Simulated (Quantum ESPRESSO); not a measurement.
Inputs of pw.x and gipaw.x (a modified build of Quantum ESPRESSO, PBE) for BaSrInSbO6; the starting potential comes from an earlier run on another mesh:

```
&CONTROL
  calculation = 'scf'
  prefix = 'x'
  pseudo_dir = './pseudo'
  outdir = './out'
  tprnfor = .true.
/
&SYSTEM
  ibrav = 0
  nat = 10
  ntyp = 5
  ecutwfc = 45
  ecutrho = 180
  occupations = 'fixed'
  nbnd = 42
/
&ELECTRONS
  conv_thr = 1e-11
  startingpot = 'file'
/
ATOMIC_SPECIES
Ba 137.327 Ba.GGA_PBE-JTH.UPF
Sr 87.620 Sr.GGA_PBE-JTH.UPF
In 114.818 In.GGA_PBE-JTH.UPF
Sb 121.760 Sb.GGA_PBE-JTH.UPF
O 15.999 O.GGA_PBE-JTH.UPF
CELL_PARAMETERS angstrom
    0.000000000000     4.161720000000     4.161720000000
    4.161720000000     0.000000000000     4.161720000000
    4.161720000000     4.161720000000     0.000000000000
ATOMIC_POSITIONS crystal
Ba     0.250000000000     0.250000000000     0.250000000000
Sr     0.750000000000     0.750000000000     0.750000000000
In     0.000000000000     0.000000000000     0.000000000000
Sb     0.500000000000     0.500000000000     0.500000000000
O      0.740560000000     0.259440000000     0.259440000000
O      0.740560000000     0.259440000000     0.740560000000
O      0.259440000000     0.740560000000     0.740560000000
O      0.259440000000     0.740560000000     0.259440000000
O      0.740560000000     0.740560000000     0.259440000000
O      0.259440000000     0.259440000000     0.740560000000
K_POINTS automatic
6 6 6 1 1 1
```

```
&INPUTGIPAW
  job = 'nmr'
  prefix = 'x'
  tmp_dir = './out/'
  restart_mode = 'from_scratch'
  pawproj(1) = .true.
  pawproj(2) = .true.
  pawproj(3) = .true.
  pawproj(4) = .true.
  pawproj(5) = .true.
  use_nmr_macroscopic_shape = .false.
/
```

The cell comes from the Materials Project (a computed structure). It is BaSrInSbO6 in F-43m; whether this form has been observed was not checked. Stability against distortions was not tested.

### Question
Predict the shielding tensors that the run ends with.

### Answer
```
     f-sum rule (should be   -70.2154):
           -70.2165          0.0000          0.0000
             0.0000        -70.2165          0.0000
             0.0000         -0.0000        -70.2165

     Total NMR chemical shifts in ppm: ---------------------------------------
     (adopting the Simpson convention for anisotropy and asymmetry)-----------

     Atom  1  Ba  pos: (  0.353553  0.353553  0.353553)  Total sigma:        4887.32
          4887.3192          0.0000          0.0000
             0.0000       4887.3192          0.0000
             0.0000          0.0000       4887.3192

     Ba      1    anisotropy:      0.00    eta:    0.0000

     Atom  2  Sr  pos: (  1.060660  1.060660  1.060660)  Total sigma:        3009.24
          3009.2380          0.0000          0.0000
             0.0000       3009.2380          0.0000
             0.0000          0.0000       3009.2380

     Sr      2    anisotropy:      0.00    eta:    0.0000

     Atom  3  In  pos: (  0.000000  0.000000  0.000000)  Total sigma:        3589.73
          3589.7310          0.0000          0.0000
             0.0000       3589.7310         -0.0000
             0.0000         -0.0000       3589.7310

     In      3    anisotropy:      0.00    eta:    0.0000

     Atom  4  Sb  pos: (  0.707107  0.707107  0.707107)  Total sigma:        2763.68
          2763.6753         -0.0000          0.0000
            -0.0000       2763.6753         -0.0000
            -0.0000         -0.0000       2763.6753

     Sb      4    anisotropy:      0.00    eta:    0.0000

     Atom  5  O   pos: (  0.366904  0.707107  0.707107)  Total sigma:          60.85
           115.7341         -0.0000         -0.0000
            -0.0000         33.4063         -1.6390
             0.0000         -1.6390         33.4063

     O       5    anisotropy:     82.33    eta:    0.0597

     Atom  6  O   pos: (  0.707107  1.047310  0.707107)  Total sigma:          60.85
            33.4063         -0.0000          1.6390
            -0.0000        115.7341         -0.0000
             1.6390         -0.0000         33.4063

     O       6    anisotropy:     82.33    eta:    0.0597

     Atom  7  O   pos: (  1.047310  0.707107  0.707107)  Total sigma:          60.85
           115.7341         -0.0000          0.0000
            -0.0000         33.4063          1.6390
            -0.0000          1.6390         33.4063

     O       7    anisotropy:     82.33    eta:    0.0597

     Atom  8  O   pos: (  0.707107  0.366904  0.707107)  Total sigma:          60.85
            33.4063         -0.0000         -1.6390
            -0.0000        115.7341          0.0000
            -1.6390          0.0000         33.4063

     O       8    anisotropy:     82.33    eta:    0.0597

     Atom  9  O   pos: (  0.707107  0.707107  1.047310)  Total sigma:          60.85
            33.4063          1.6390          0.0000
             1.6390         33.4063         -0.0000
            -0.0000         -0.0000        115.7341

     O       9    anisotropy:     82.33    eta:    0.0597

     Atom 10  O   pos: (  0.707107  0.707107  0.366904)  Total sigma:          60.85
            33.4063         -1.6390          0.0000
            -1.6390         33.4063         -0.0000
            -0.0000          0.0000        115.7341

     O      10    anisotropy:     82.33    eta:    0.0597
```
The printed anisotropy is 3/2 (σ_33 − σ_iso) in the program's own order; the axes are left out here. Anisotropies that symmetry doesn't fix are less certain than the isotropic values. These are absolute shieldings with no macroscopic susceptibility term; δ = σ_ref − σ needs a reference computed alike. By our sweeps, such settings leave a few ppm in absolute σ on light atoms and up to some 20 ppm from Zn on. Spin–orbit coupling is left out; its weight grows with the heaviest atom, Ba here. With so small a Kohn–Sham gap, σ hangs strongly on the functional and the mesh.
